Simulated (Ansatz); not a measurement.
Polymorphs of S, each relaxed with PBEsol in the plane-wave PAW code Ansatz:

A: S12-ring (Pnnm), a = 4.6843 Å, b = 9.1084 Å, c = 14.7762 Å, α = β = γ = 90.00°

B: α-S8 (Fddd), a = 10.614 Å, b = 12.962 Å, c = 24.297 Å, α = β = γ = 90.00°

Problem. Order them by energy per atom at 0 K (lowest first) at the level PBEsol.

Solution. B (+0 meV/atom), A (+12 meV/atom)

Problem. Give each one's gap.

Solution. A 1.99 eV; B 1.99 eV.

Not the usual ambient phase: A. Weakly bound layers, chains or molecules computed without a dispersion correction, so cells and soft constants are ill determined: A; B. All cells were relaxed under the symmetry of their starts (and spin orders); stability against distortions was not tested throughout.

Energies hold the estimated change up to a 700 eV cutoff; steps of a few meV lie near the error of the meshes.

Potentials: the later of the program's two PAW sets.
